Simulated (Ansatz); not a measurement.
The relaxed structure here is a generated cell of AlNi: the first start was made by placing the elements on the sites of a structure type, and the end was not matched to a known phase here, so it may be hypothetical. Known forms of AlNi include space group No. 221.

One stationary structure of AlNi. Space group Fm-3m (No. 225), rock salt type. Computed with r2SCAN (plane waves to 500 eV, PAW, scalar-relativistic; Ansatz, an electronic-structure program).

```cif
data_AlNi
_chemical_formula_sum 'Al1 Ni1'
_space_group_name_H-M_alt 'P 1'
_space_group_IT_number 1
_cell_length_a 3.39788
_cell_length_b 3.39788
_cell_length_c 3.39788
_cell_angle_alpha 60.000
_cell_angle_beta 60.000
_cell_angle_gamma 60.000
loop_
_space_group_symop_operation_xyz
  'x, y, z'
loop_
_atom_site_label
_atom_site_type_symbol
_atom_site_fract_x
_atom_site_fract_y
_atom_site_fract_z
_atom_site_occupancy
Al1 Al 0.00000 0.00000 0.00000 1
Ni1 Ni 0.50000 0.50000 0.50000 1
```

### Question
What magnetic moment does r2SCAN give?

### Answer
Zero (the starting moments vanished).

No spin polarisation in the result: the starting moments vanished. A magnetic state may lie lower.

The run could not lose the symmetry of its start: the end is stationary, and may be a saddle point rather than a minimum.

All atoms sit on sites fixed by symmetry, so only the cell could relax.
